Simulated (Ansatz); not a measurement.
Relaxed WC (WC type, space group P-6m2):

```
WC
1.0
    2.92196     0.00000     0.00000
   -1.46098     2.53050     0.00000
    0.00000     0.00000     2.84728
W C
1 1
Direct
  0.00000   0.00000   0.00000
  0.66667   0.33333   0.50000
```

In this cell atom 2 (C, nearest neighbour W at 2.207 Å; its periodic images, 2.8 Å or more away, move with it) is moved by s towards the nearest neighbour, unit vector (-0.662, -0.382, -0.645); all other atoms and the cell stay fixed.

Level of theory: PBE (plane waves to 420 eV, PAW, scalar-relativistic; Ansatz, an electronic-structure program). k mesh 15×15×13 (Γ-centred), Fermi-Dirac smearing 0.05 eV. Energies are smeared free energies. Left out: 1 of 11 points, with atoms too close for the PAW data. With partly filled bands, energies and forces of such displacements shift with the k mesh and the smearing. Spin-orbit coupling is left out, though W is heavy. The PAW data are Ansatz's earlier set. WC is run without spin polarisation. WC was relaxed with its symmetry unable to fall. The zero of ΔE is the undisplaced structure. The last digit holds for this mesh only.

| s (Å) | ΔE (meV/cell) |
|---|---|
| -0.440 | withheld |
| -0.352 | 883.2 |
| -0.264 | 493.3 |
| -0.176 | 218.3 |
| -0.088 | 54.7 |
| 0.000 | 0.0 |
| 0.088 | 56.6 |
| 0.176 | 236.2 |
| 0.264 | 560.9 |
| 0.352 | 1066.3 |

**Question.** Fit a polynomial form (powers 2, 3, 4) to the given rows and predict ΔE at s = -0.440.

**Answer.** Least squares on the 9 given rows: ΔE = (7166)·s² + (2054)·s³ + (5660)·s⁴, in meV/cell with s in Å; root-mean-square residual 2.36 meV/cell. At -0.440 the fit gives 1424.5 meV/cell; the calculation gives 1388.9 meV/cell, so the extrapolation is off by 35.6 (+2.6 %). The quadratic term alone would give 1387.3 meV/cell.

(For displaced atoms, the force is minus the slope of the energy, and its curvature is a force constant, which sets phonon frequencies.)
